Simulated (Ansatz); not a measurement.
Crystals of one structure type (zinc blende), relaxed and computed with DFT-HSE06 in the program Ansatz with PAW potentials.

```csv
crystal,a (Å),gap (eV),B₀ by P(V) fit (GPa)
AlN,4.365,4.56,212
BP,4.524,1.95,174
AlP,[?],[?],[?]
InP,5.902,1.37,69.4
```

Q: Fill in the missing entries.

A: 
- AlP, a (Å): 5.475
- AlP, gap (eV): 2.28
- AlP, B₀ by P(V) fit (GPa): 90.8

All cells were relaxed under the symmetry of their starts (and spin orders); stability against distortions was not tested throughout. Scalar-relativistic: spin–orbit coupling is off unless named, which matters more the heavier the elements.

Potentials: the earlier of the program's two PAW sets.
